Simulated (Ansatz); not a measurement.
BaTiO$_{3}$ in space group P4mm (No. 99; Ti on 1b, Ba on 1a, O on 1b, O on 2c), the program Ansatz at the LDA level (PAW). The conduction-band minimum lies at Γ, with 1 equivalent valley. Second derivatives d²E/dk² of the lowest band at one valley (eV·Å²), along Cartesian directions:

```csv
direction,d²E/dk²
[100],19.81
[010],19.81
[001],1.075
[110],19.80
[101],10.45
[011],10.45
```

Problem. Find the principal effective masses, the density-of-states mass and the conductivity mass.

Solution. Off-diagonal terms follow from H_xy = H[110] − (H_xx + H_yy)/2, and m*/mₑ = 7.620 eV·Å² over each eigenvalue: 0.38, 0.38, 7.1. One valley's DOS mass (m₁m₂m₃)^(1/3) = 1.0, conductivity mass 3/(Σ 1/mᵢ) = 0.56 mₑ.

Problem. What effective density of states Nc follows at 300 K for parabolic valleys?

Solution. Nc = 2.509e19 × 1 × (1.0)^(3/2) ≈ 2.5e19 cm⁻³.

The LDA relaxation kept the symmetry of its start. At this level the phase is dynamically unstable (imaginary phonons). The run is not spin-polarised. Scalar-relativistic: spin–orbit coupling is off unless named, which matters more the heavier the elements.

Potentials: the later of the program's two PAW sets.

Edges and masses are those of Kohn–Sham bands, whose gap is no quasiparticle gap.
